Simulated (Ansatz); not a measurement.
Polymorphs of ZnO, each relaxed with r²SCAN in the plane-wave PAW code Ansatz:

A: Pm-3n, a = b = c = 5.580 Å, α = β = γ = 90.00°

B: NiAs type (P6_3/mmc), a = 2.9772 Å, b = 2.9772 Å, c = 5.1261 Å, α = 90.00°, β = 90.00°, γ = 120.00°

C: wurtzite (P6_3mc), a = b = 3.2350 Å, c = 5.2114 Å, α = β = 90.00°, γ = 120.00°

D: CsCl type (Pm-3m), a = 2.645 Å, b = 2.645 Å, c = 2.645 Å, α = 90.00°, β = 90.00°, γ = 90.00°

Q: Order them by energy per atom at 0 K (lowest first) at the level r²SCAN.

A: C (+0 meV/atom), A (+102 meV/atom), B (+195 meV/atom), D (+740 meV/atom)

Q: Give each one's gap.

A: A 1.38 eV; B 1.35 eV; C 1.23 eV; D no gap.

Constructed cells (a structure type filled with these elements, in neither database checked): D. Built on a structure type that need not be the filed one of that space group: B. Typed or built starts, not in the databases checked: A. Not the usual ambient phase: A; B; D. Unstable at this level: D. All cells were relaxed under the symmetry of their starts (and spin orders); stability against distortions was not tested throughout.

Energies hold the estimated change up to a 700 eV cutoff; steps of a few meV lie near the error of the meshes.

Potentials: the earlier of the program's two PAW sets. The files were generated under PBE; for other functionals the program regenerates the frozen cores, and for LDA and PBEsol the local potential too.
